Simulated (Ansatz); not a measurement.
The elements of this relaxed trial crystal are hidden behind letters.

```
lattice vectors (Å)
   7.8340    0.0000    0.0000
   0.0000    7.8340    0.0000
   0.0000    0.0000    7.8340
fractional positions
X 0.5000 0.5000 0.5000
X 0.5000 0.0000 0.0000
X 0.0000 0.5000 0.0000
X 0.0000 0.0000 0.5000
Z 0.0000 0.0000 0.0000
```

Method: DFT PBE, scalar-relativistic, plane waves, PAW in Ansatz 0.2.0. Cutoff 420 eV, Γ-centred 6×6×6 mesh (5-atom cell), Gaussian smearing of 0.10 eV, no spin polarisation.

* Space group: Pm-3m (No. 221)
* Conventional cell: a = 7.834 Å
* Volume per atom: 96.16 Å³
* Density: 2.27 g/cm³
* Energy over the elements: −0.58 eV/atom
* Gap on the 6×6×6 mesh of the 5-atom cell: 0 eV (a metal)

Energies are uncorrected and count from the elements' standard states at the same level.

Task: X is an s-block element of period 6 and Z is a p-block element of period 5. Which elements are they?

Result: X = Cs, Z = I, so the formula is Cs4I. Density times volume gives a mean mass of 2.27 × 96.16/1.6605 = 131.5 u per atom, and this set has 131.7 u. Cs on a site of symmetry m-3m is surrounded by 12 Cs at 5.54 Å; around Cs on a site of symmetry 4/mmm lie 2 I at 3.92 Å and 12 Cs at 5.54 Å; around I lie 6 Cs at 3.92 Å. Other sets within the hints have nearly the same mass, so mass alone doesn't settle it; this one was computed.

These runs have no spin–orbit coupling, which can matter for I. The cell is a metal run without spin; a magnetic state may lie lower. A structure relaxed within its symmetry needn't be a true minimum.
